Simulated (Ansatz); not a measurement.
**VSi2: computed property card**

VSi₂:
```
VSi2
1.0
    4.49082     0.00000     0.00000
   -2.24541     3.88916     0.00000
    0.00000     0.00000     6.27675
V Si
3 6
Direct
  0.00000   0.50000   0.16667
  0.50000   0.00000   0.50000
  0.50000   0.50000   0.83333
  0.83670   0.67340   0.50000
  0.16330   0.83670   0.83333
  0.32660   0.16330   0.16667
  0.16330   0.32660   0.50000
  0.83670   0.16330   0.83333
  0.67340   0.83670   0.16667
```

Space group P6_222 (No. 180); conventional cell a = 4.491 Å, b = 4.491 Å, c = 6.277 Å, α = 90.00°, β = 90.00°, γ = 120.00°.

Method: the program Ansatz at the LDA level (PAW). Structure relaxed to zero pressure with the same functional. Other levels are named where they apply.

**Cell and energy**

* **Volume per atom**: 12.18 Å³
* **Density**: 4.87 g/cm³
* **Formation energy from the elements (no fitted shifts)**: -0.58 eV/atom

**Electronic structure**

- Electronic character: metallic (no gap)
- Density of states at the Fermi level: 0.76 states/eV per atom (mean over ±0.08 eV)

**Mechanics**

* **Bulk modulus (Birch–Murnaghan fit)**: 194 GPa
* **Pressure derivative B′**: 4.3
* **Elastic constants (relaxed ions, GPa)**: C11 = 411, C12 = 64.3, C13 = 83.3, C33 = 479, C44 = 146
* **Mechanical stability**: stable (all eigenvalues of C positive)
* **Hill bulk and shear moduli**: 195 and 163 GPa
* **Young's modulus**: 383 GPa
* **Poisson's ratio**: 0.17
* **Debye temperature from the elastic constants**: 825 K

**Phonons**

- Highest zone-centre frequency: 437 cm^-1
- Zone-centre stability: no imaginary mode at Γ

The cell was relaxed with LDA under the symmetry of its start. No spin polarisation was allowed. As this level gives no gap, shear constants depend on the k-mesh and smearing (Fermi–Dirac, 0.1 eV here). As this level gives no gap, phonon frequencies hold no LO–TO term and depend on the k-mesh and smearing (Fermi–Dirac, 0.1 eV here). The references are the lowest solids computed at this level, not always the standard phases.

Potentials: the later of the program's two PAW sets.
